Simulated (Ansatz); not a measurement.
Property card for GaRu3C

GaRu3C:
```
GaRu3C
1.0
    4.01984     0.00000     0.00000
    0.00000     4.01984     0.00000
    0.00000     0.00000     4.01984
Ga Ru C
1 3 1
Direct
  0.00000   0.00000   0.00000
  0.00000   0.50000   0.50000
  0.50000   0.00000   0.50000
  0.50000   0.50000   0.00000
  0.50000   0.50000   0.50000
```

Space group Pm-3m (No. 221), anti-perovskite; conventional cell a = 4.020 Å, b = 4.020 Å, c = 4.020 Å, α = 90.00°, β = 90.00°, γ = 90.00°.

Method: PBE (plane waves, PAW; program Ansatz). Structure relaxed to zero pressure with the same functional. Other levels are named where they apply.

**Cell and energy**

Volume per atom: 12.99 Å³
Density: 9.84 g/cm³
Formation energy from the elements (no fitted shifts): 6.9 kJ/mol of atoms

**Electronic structure**

- Electronic character: metallic (no gap)
- Density of states at the Fermi level: 1.1 states/eV per atom (mean over ±0.08 eV)
- Gap with spin–orbit coupling: none (metallic)

**Mechanics**

- Bulk modulus (Birch–Murnaghan fit) = 249 GPa
- Pressure derivative B′ = 4.7

The start of the workflow was typed in or built on a structure type; neither database checked (COD, Materials Project) lists it. Its standing as an ambient phase is unchecked. The PBE relaxation kept the symmetry of its start; whether a distortion lowers the energy is not shown. The run is not spin-polarised. The references are the lowest solids computed at this level, not always the standard phases. Spin–orbit coupling is left out wherever it is not named.

Potentials: the later of the program's two PAW sets.
